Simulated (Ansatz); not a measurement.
Relaxed Hf (hcp, Mg type):

```yaml
crystal:
  lattice:
    - [6.40825, 0.00000, 0.00000]
    - [-1.60206, 2.77485, 0.00000]
    - [0.00000, 0.00000, 5.06894]
  atoms:
    - { symbol: Hf, position: [0.16667, 0.66667, 0.75000] }
    - { symbol: Hf, position: [0.66667, 0.66667, 0.75000] }
    - { symbol: Hf, position: [0.33333, 0.33333, 0.25000] }
    - { symbol: Hf, position: [0.83333, 0.33333, 0.25000] }
```

A phonon eigenvector at M = (0.5, 0.0, 0.0) is frozen into this cell: atom i moves by Q times the vector below, so Q is the largest atomic displacement, in Å. The cell is held. (q is in reciprocal vectors of the primitive cell; the cell shown is doubled to hold the pattern.)

```tsv
atom	x	y	z
Hf1	0.000	0.000	-1.000
Hf2	0.000	0.000	1.000
Hf3	0.000	0.000	-1.000
Hf4	0.000	0.000	1.000
```

These are PBE (plane waves to 420 eV, PAW, scalar-relativistic; Ansatz, a program for electronic structure) values and carry that method's errors. k mesh 17×17×9 (Γ-centred), Fermi-Dirac smearing 0.05 eV. E stands for the smeared free energy. With partly filled bands, energies and forces of such displacements shift with the k mesh and the smearing. Hf is run without spin polarisation. Hf was relaxed with its symmetry unable to fall. Spin-orbit coupling is left out, though Hf is heavy. The PAW data are Ansatz's earlier set. ΔE is measured from the undisplaced structure. The last digit holds for this mesh only.

```json
[
 {"Q (Å)": "-0.180", "ΔE (meV/cell)": "248.5"},
 {"Q (Å)": "-0.150", "ΔE (meV/cell)": "168.9"},
 {"Q (Å)": "-0.120", "ΔE (meV/cell)": "105.9"},
 {"Q (Å)": "-0.090", "ΔE (meV/cell)": "58.3"},
 {"Q (Å)": "-0.060", "ΔE (meV/cell)": "withheld"},
 {"Q (Å)": "-0.030", "ΔE (meV/cell)": "6.3"},
 {"Q (Å)": "0.000", "ΔE (meV/cell)": "0.0"},
 {"Q (Å)": "0.030", "ΔE (meV/cell)": "6.3"},
 {"Q (Å)": "0.060", "ΔE (meV/cell)": "withheld"},
 {"Q (Å)": "0.090", "ΔE (meV/cell)": "58.3"},
 {"Q (Å)": "0.120", "ΔE (meV/cell)": "105.9"},
 {"Q (Å)": "0.150", "ΔE (meV/cell)": "168.9"},
 {"Q (Å)": "0.180", "ΔE (meV/cell)": "248.5"}
]
```

Q: Fit an even polynomial form (powers 2, 4, 6) to the given rows and predict ΔE at Q = 0.060.

A: Least squares on the 11 given rows: ΔE = (6998)·Q² + (27200)·Q⁴ + (-199500)·Q⁶, in meV/cell with Q in Å; root-mean-square residual 0.05 meV/cell. At 0.060 the fit gives 25.5 meV/cell; the calculation gives 25.4 meV/cell, so the interpolation is off by 0.1 (+0.4 %). The quadratic term alone would give 25.2 meV/cell.

(A displaced cell: forces are minus the slopes of the energy, force constants its curvatures, and phonons follow from these.)
